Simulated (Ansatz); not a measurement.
Zincblende GaAs, relaxed with r2SCAN, was run in Ansatz under altered settings. All numbers are computed, without spin polarisation but where a row says otherwise.

```yaml
crystal:
  lattice:
    - [0.00000, 2.83309, 2.83309]
    - [2.83309, 0.00000, 2.83309]
    - [2.83309, 2.83309, 0.00000]
  atoms:
    - { symbol: Ga, position: [0.00000, 0.00000, 0.00000] }
    - { symbol: As, position: [0.25000, 0.25000, 0.25000] }
```

The base run's other keys:
```yaml
kpoints:
  mp_grid: { grid: [6, 6, 6] }
hamiltonian:
  xc: pbe
scf:
  occupations: { method: fixed }
  n_extra_bands: 4
```

It takes 6 iterations with 893 plane waves at 420 eV and 16 k points, and leaves a mean stress of +2.76 GPa. The gap over this mesh is 0.464 eV.

Outcomes, with energy and stress as changes against the base:
```
                                     setting            outcome  ΔF (meV/atom)  Δ mean stress (GPa)  gap on the mesh (eV)  iterations
                      scf.mixing.beta: 0.005          converged            0.0                 0.00                 0.464          12
      scf.occupations: methfessel_paxton 0.5          converged           +1.4                -0.02                     –           6
             kpoints.mp_grid.grid: [2, 4, 6]  converged, warned           +216                +1.13                 0.444           7
             scf.mixing.preconditioner: none          converged            0.0                 0.00                 0.464           6
             kpoints.mp_grid.grid: [1, 1, 8]  converged, warned          +4202               +25.69                 0.304           8
          kpoints.mp_grid.shift: [0, 0, 0.5]  converged, warned          -12.4                +0.04                 1.150           6
                      basis.ecutrho_ratio: 1  converged, warned          -1034               +25.30                 0.554           6
                  hamiltonian.dispersion: d4          converged           -417                -2.97                 0.464           6
      scf.occupations: methfessel_paxton 1.5          converged            +47                -0.41                     –           7
              crystal.symmetry.detect: false          converged            0.0                 0.00                 0.464           6
                          basis.ecutwfc: 120  converged, warned         +74917               +42.45                  none           9
hamiltonian.xc: mr2scan (cutoff then 500 eV)          converged              –                -2.76                 0.962           7
                        hamiltonian.xc: scan            refused              –                    –                     –           –
```
A dash marks a value that wasn't obtained or can't be compared. Stress is positive in compression. Its mean hides that meshes of lower symmetry stress the axes unequally.

- kpoints.mp_grid.grid: [2, 4, 6]. The free energy moves by +216 meV an atom, the mean stress by +1.13 GPa (single components by up to 3.4) and the gap on the mesh by -0.020 eV (to 0.444). The mesh breaks the crystal's symmetry, so the stress, and any force that symmetry no longer fixes, lose it too. The mesh is too coarse. Warned: symmetry narrowed by mesh.
- kpoints.mp_grid.grid: [1, 1, 8]. The free energy moves by +4202 meV an atom, the mean stress by +25.69 GPa and the gap on the mesh by -0.160 eV (to 0.304). The mesh breaks the crystal's symmetry, so the stress, and any force that symmetry no longer fixes, lose it too. The mesh is too coarse. Warned: symmetry narrowed by mesh.
- kpoints.mp_grid.shift: [0, 0, 0.5]. The free energy moves by -12.4 meV an atom, the mean stress by +0.04 GPa and the gap on the mesh by +0.686 eV (to 1.150). The mesh breaks the crystal's symmetry, so the stress, and any force that symmetry no longer fixes, lose it too. The gap changes mostly because other points are sampled; a mesh that misses a band edge overestimates it. Warned: symmetry narrowed by mesh.
- basis.ecutrho_ratio: 1. The free energy moves by -1034 meV an atom, the mean stress by +25.30 GPa and the gap on the mesh by +0.090 eV (to 0.554). A density grid this coarse aliases the density, so the change is an error. Warned: cutoff below recommended.
- hamiltonian.dispersion: d4. The free energy moves by -417 meV an atom, the mean stress by -2.97 GPa and the gap on the mesh by 0.000 eV (to 0.464). A pairwise correction adds to energy, forces and stress and leaves the bands alone.
- basis.ecutwfc: 120. 137 plane waves in place of 893. The free energy moves by +74917 meV an atom, the mean stress by +42.45 GPa and the gap on the mesh by -0.464 eV (no gap is left). The basis is too small: these are errors of the cutoff. Warned: cutoff below recommended, unresolved pair at count.
- hamiltonian.xc: scan. It is rejected at once. Error: YAML parse error: line 12 column 7: hamiltonian.xc: unknown variant `scan`, expected one of […]

Within 1 meV an atom, 0.1 GPa and 0.005 eV of the base stay: scf.mixing.beta: 0.005; scf.mixing.preconditioner: none; crystal.symmetry.detect: false.

The runs are scalar-relativistic, without spin-orbit coupling.

Gaps or overlaps of about a tenth of an eV are at the limit of these meshes: between the points read a gap can be smaller or closed.
